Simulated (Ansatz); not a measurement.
Ga$_{2}$Cu:
Space group P4/mmm (No. 123); a = b = 2.816 Å, c = 5.735 Å, α = β = γ = 90.00°

```tsv
atom	site	symmetry	x	y	z
Ga	2h	4mm	0.5000	0.5000	0.2834
Cu	1a	4/mmm	0.0000	0.0000	0.0000
```

Relaxed with r²SCAN.

Problem. Tabulate the valence density and the electron localisation function along the shortest Ga–Ga contact (2.48 Å), r²SCAN (plane waves, PAW; program Ansatz).

Solution. 

```csv
distance from Ga (Å),density (e/Å³),ELF
0.25,26.42,-0.03
0.37,11.82,0.05
0.50,4.41,0.08
0.62,1.73,0.18
0.75,0.90,0.28
0.87,0.61,0.36
0.99,0.48,0.46
1.12,0.42,0.60
1.24,0.41,0.67
1.37,0.42,0.60
1.49,0.48,0.46
1.61,0.61,0.36
1.74,0.90,0.28
1.86,1.73,0.18
1.99,4.41,0.08
2.11,11.82,0.05
2.24,26.42,-0.03
```

The density is the valence pseudo-density with augmentation charge, so density and ELF within about 1 Å of a nucleus are not all-electron values.

The workflow started from an entry of the Crystallography Open Database (COD). Its standing as an ambient phase is unchecked. The r²SCAN relaxation kept the symmetry of its start; its stability against distortions is not shown here. The run is not spin-polarised. Axis ratios of metals converge slowly with the k-mesh, so a and c are less sure than the volume.

Potentials: the later of the program's two PAW sets.
